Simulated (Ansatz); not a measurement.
LiHS:
```xyz
6
Lattice="0.0000 2.7864 -2.7707 0.0000 2.7864 2.7707 6.1086 0.0000 0.0000" Properties=species:S:1:pos:R:3 pbc="T T T"
Li     3.0543     2.7864     0.0011
Li     0.0000     2.7864     0.0011
S      4.5815     4.2534     1.3009
S      1.5272     1.3194     1.3009
H      1.5272     0.3758     0.3438
H      4.5815     5.1971     0.3438
```

Relaxed with r²SCAN.

### Question
Give the Bader charges and basin volumes of the independent atoms, DFT-r²SCAN in the program Ansatz with PAW potentials.

### Answer


```tsv
atom	Bader charge (e)	Bader volume (Å³)
Li1	+0.89	3.8
S3	-0.85	36.3
H5	-0.04	7.1
```

Space group Ama2. The workflow started from an entry of the Crystallography Open Database (COD), which files this formula under 3 space groups. Its standing as an ambient phase is unchecked. The r²SCAN relaxation kept the symmetry of its start. At this level the phase is mechanically unstable.

Potentials: the later of the program's two PAW sets.
